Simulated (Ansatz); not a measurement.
Be (hcp, Mg type)

```xyz
2
Lattice="2.2645 0.0000 0.0000 -1.1322 1.9611 0.0000 0.0000 0.0000 3.5609" Properties=species:S:1:pos:R:3 pbc="T T T"
Be     0.0000     1.3074     2.6707
Be     1.1322     0.6537     0.8902
```

The slice is a (-1 1 0 2) plane (indices of the conventional cell) through the point (0.667, 0.333, 0.250) (fractional), spanned by u = [110] and v = [1 -1 1] in vectors of this cell: u (2.26 Å) and v (5.30 Å, at 90° to u). It covers one period; positions are fractions (u, v).

These are PBE (plane waves to 420 eV, PAW, scalar-relativistic; Ansatz, a quantum-chemistry and plane-wave program) values and carry that method's errors. k mesh 23×23×13. These are valence fields of a PAW run, semicore shells included where kept as valence: close to a nucleus they are smooth pseudo fields. Be was relaxed with its symmetry unable to fall. The PAW data are Ansatz's earlier set.

**Question.** What is the ELF at the midpoint of the shortest Be–Be line in this plane (2.26 Å)?

**Answer.** 0.62.

**Question.** What is the valence density on the shortest Be–Be line in this plane (2.26 Å), at its midpoint?

**Answer.** 0.26 e/Å³.

**Question.** Sketch the electron localisation function (ELF) on this plane as a map.

**Answer.** 
```
|xxxx  ..==**##**==..  xx|
|xx    --++******++--    |
|::::--==++++++++++==--::|
|**********++++++********|
|%%######**++++++**######|
|%%%%%%##****++****##%%%%|
|%%%%####**********####%%|
|******####******####****|
|--==++**##########**++==|
|....--++##%%%%%%##++--..|
|    ::++##%%@@%%##++::  |
|    ::++%%@@@@@@%%++::  |
|  ..--**%%@@@@@@%%**--..|
|::--++##@@@@@@@@@@##++--|
|==++**%%@@@@@@@@@@%%**++|
|++++**%%%%@@@@@@%%%%**++|
|++****##%%%%%%%%%%##****|
|++++**######%%######**++|
|++++****##########****++|
|++******##########******|
|******####%%%%%%####****|
|****####%%%%%%%%%%####**|
|****##%%%%@@@@@@%%%%##**|
|==++**%%%%@@@@@@%%%%**++|
|..::==##%%@@@@@@%%##==::|
|xx  ..==##%%@@%%##==..  |
|xxxx  ::**%%%%%%**::  xx|
|xxxxxx..++######++..xxxx|
```
Scale: ten equal steps from 0.03 (start of ' ') to 0.77 (end of '@'), in the order ' .:-=+*#%@'. Values: electron localisation function (ELF). The map has 12 points along u (two characters each, u = 0 at the left) and 28 along v (v = 0 in the bottom row). Points within 0.4 Å of a nucleus are blanked (x), as the pseudised field means little there.
